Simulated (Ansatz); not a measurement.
**Stress against strain in Rh**

```
CELL_PARAMETERS angstrom
0.00000 1.90155 1.90155
1.90155 0.00000 1.90155
1.90155 1.90155 0.00000
ATOMIC_POSITIONS crystal
Rh 0.00000 0.00000 0.00000
```

The cell comes from COD entry 9008482, which wasn't checked; take it as a given geometry.

Theory: DFT, PBEsol, all-electron LAPW, scalar-relativistic (Ansatz 0.2.0).

Numerical set-up: a Γ-centred 16×16×16 k mesh, Fermi–Dirac smearing of 0.08 eV, basis error target 1 meV/atom, no spin polarisation.

The strain is applied along the Cartesian axes of the cell as listed (γ is the engineering shear, twice εxy = εyz = εzx). Fractional coordinates are held (clamped ions).

σ is the change of stress from the unstrained cell, which is at -4.89 GPa; tension is positive, so slopes are stress–strain coefficients at that pressure. In a metal the k mesh adds noise.

Only quantities that a quadratic follows smoothly over the whole series are listed; rougher ones are left out.

```csv
γ,σxy (GPa)
-0.0300,-5.96
-0.0200,-3.96
0.0000,0.00
0.0100,1.94
0.0200,3.86
0.0300,5.77
```

**Question.** Fit the series and read off the stiffness at zero strain.

**Answer.** Least-squares fits y = p0 + p1 x + p2 x² to the rows give σxy (GPa): p1 = 195, p2 = -100. So C44 (clamped ions) = 195 GPa.

**Question.** One run, at γ = -0.0100, is withheld. Predict its row.

**Answer.** The fits give -1.97; the run gave -1.97.
